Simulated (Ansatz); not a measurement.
Given:

Cu (fcc, Cu type)

```yaml
crystal:
  lattice:
    - [3.56339, 0.00000, 0.00000]
    - [0.00000, 3.56339, 0.00000]
    - [0.00000, 0.00000, 3.56339]
  atoms:
    - { symbol: Cu, position: [0.00000, 0.00000, 0.00000] }
    - { symbol: Cu, position: [0.50000, 0.50000, 0.00000] }
    - { symbol: Cu, position: [0.50000, 0.00000, 0.50000] }
    - { symbol: Cu, position: [0.00000, 0.50000, 0.50000] }
```

In each cell atom 4 (Cu, nearest neighbour Cu at 2.520 Å; its periodic images, 3.6 Å or more away, move with it) moves by s·(1.000, 0.000, 0.000) (along Cartesian x), the rest being held.

The numbers are results of PBEsol (plane waves to 420 eV, PAW, scalar-relativistic; Ansatz, an electronic-structure program), not measurements. k mesh 11×11×11 (Γ-centred), Fermi-Dirac smearing 0.05 eV. Energies are smeared free energies. With partly filled bands, energies and forces of such displacements shift with the k mesh and the smearing. Cu is run without spin polarisation. Cu was relaxed with its symmetry unable to fall. The PAW data are Ansatz's earlier set. ΔE is measured from the undisplaced structure.

The scan covers s from -0.250 to 0.250 Å in 11 points.

### Question
Is the energy the same for equal positive and negative displacements?

### Answer
Even: the same for both signs. With its periodic images moving along, the atom's site symmetry in this cell is m-3m.

### Question
What is the force constant k = d²E/ds² of this move at s = 0?

### Answer
7.72 eV/Å².

(For displaced atoms, the force is minus the slope of the energy, and its curvature is a force constant, which sets phonon frequencies.)
